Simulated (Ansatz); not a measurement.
P₂W in space group C2/m (No. 12; P on 4i, P on 4i, W on 4i), the program Ansatz at the r²SCAN level (PAW), all energies at zero smearing, with the estimated change up to a 700 eV cutoff added, with one set of potentials and settings (totals compare only within such a set). Cell of 6 atoms (4 P, 2 W): -23835.491 eV.

```csv
element,reference phase,E (eV/atom)
P,"Cmce, 4 atoms in the cell",-759.1670
W,"Im-3m, 1 atoms in the cell",-10398.2538
```

Formation energy per atom, worked out: (-23835.491 − 4×(-759.1670) − 2×(-10398.2538))/6 = -0.386 eV/atom (-37 kJ per mol of atoms), at 0 K, without zero-point energy or fitted corrections.

The first step of the workflow began from a Materials Project structure, measured or hypothetical; the Crystallography Open Database files this formula in space group No. 12, but the cells were not matched. Whether it is the stable phase at ambient conditions was not checked. The r²SCAN relaxation kept the symmetry of its start; its stability against distortions is not shown here. The run is not spin-polarised. The references are the lowest solids computed at this level, not always the standard phases. Scalar-relativistic: spin–orbit coupling is off unless named, which matters more the heavier the elements.

Potentials: the earlier of the program's two PAW sets.
